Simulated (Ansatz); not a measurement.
# Fe (Fmmm): couplings from the magnetic force theorem

```yaml
crystal:
  lattice:
    - [0.00000, 1.94174, 1.96511]
    - [1.49844, 0.00000, 1.96511]
    - [1.49844, 1.94174, 0.00000]
  atoms:
    - { symbol: Fe, position: [0.00000, 0.00000, 0.00000] }
```

The geometry is a structure from the Materials Project, held fixed and not relaxed.

Settings: LDA, 12×12×12 k mesh, Fermi–Dirac smearing of 0.1 eV. AE-PAW is all-electron PAW in Ansatz 0.2.0 on datasets made for the crystal. Site moments are integrated in spheres about the atoms. Start moments (μB): Fe 2.2.

Site moments (μB): Fe 2.17. Cell moment 2.16 μB.

Couplings come from the force theorem (directions of the magnetic atoms constrained, all else relaxed) on a 12×12×12 mesh, with E = −Σ J e_i·e_j over ordered pairs of unit vectors, so positive J favours parallel moments.

```json
{"pair": "Fe–Fe at 2.45 Å", "count": "4", "J AE-PAW (meV)": "+15.35", "J, frozen-core files (meV)": "+15.07"}
{"pair": "Fe–Fe at 2.47 Å", "count": "4", "J AE-PAW (meV)": "+14.14", "J, frozen-core files (meV)": "+13.88"}
{"pair": "Fe–Fe at 2.76 Å", "count": "4", "J AE-PAW (meV)": "+5.79", "J, frozen-core files (meV)": "+5.81"}
{"pair": "Fe–Fe at 3.00 Å", "count": "2", "J AE-PAW (meV)": "+9.77", "J, frozen-core files (meV)": "+9.73"}
{"pair": "Fe–Fe at 3.88 Å", "count": "2", "J AE-PAW (meV)": "-0.17", "J, frozen-core files (meV)": "-0.19"}
{"pair": "Fe–Fe at 3.93 Å", "count": "2", "J AE-PAW (meV)": "-0.01", "J, frozen-core files (meV)": "-0.04"}
{"pair": "Fe–Fe at 4.08 Å", "count": "8", "J AE-PAW (meV)": "-0.27", "J, frozen-core files (meV)": "-0.29"}
{"pair": "Fe–Fe at 4.60 Å", "count": "8", "J AE-PAW (meV)": "-2.39", "J, frozen-core files (meV)": "-2.36"}
{"pair": "Fe–Fe at 4.63 Å", "count": "8", "J AE-PAW (meV)": "-2.34", "J, frozen-core files (meV)": "-2.31"}
{"pair": "Fe–Fe at 4.90 Å", "count": "4", "J AE-PAW (meV)": "-0.18", "J, frozen-core files (meV)": "-0.18"}
{"pair": "Fe–Fe at 4.91 Å, set 1", "count": "4", "J AE-PAW (meV)": "-0.52", "J, frozen-core files (meV)": "-0.50"}
{"pair": "Fe–Fe at 4.91 Å, set 2", "count": "4", "J AE-PAW (meV)": "-0.15", "J, frozen-core files (meV)": "-0.15"}
```

Pairs at one distance with different couplings are listed as sets.

Q: What ordering temperature follows for classical moments?

A: 981 K in mean field, and 595 K by Tyablikov's decoupling, from all shells, not only those listed. Mean field overestimates it as a rule, and the couplings show only that this order is stable against small turns, not that no other order lies lower.

The couplings come from one mesh, and their convergence in k wasn't tested.

The Ansatz runs typed with the search for lower states off end where their start leads. The program couldn't verify every level among the many empty bands that the force theorem sums over. These are results for the start and cell typed. The real compound can order otherwise, in a larger cell, or not at all, since semilocal functionals without spin fluctuations often overstate magnetism; near a collapse of the moment, mesh and smearing move it by tens of per cent.
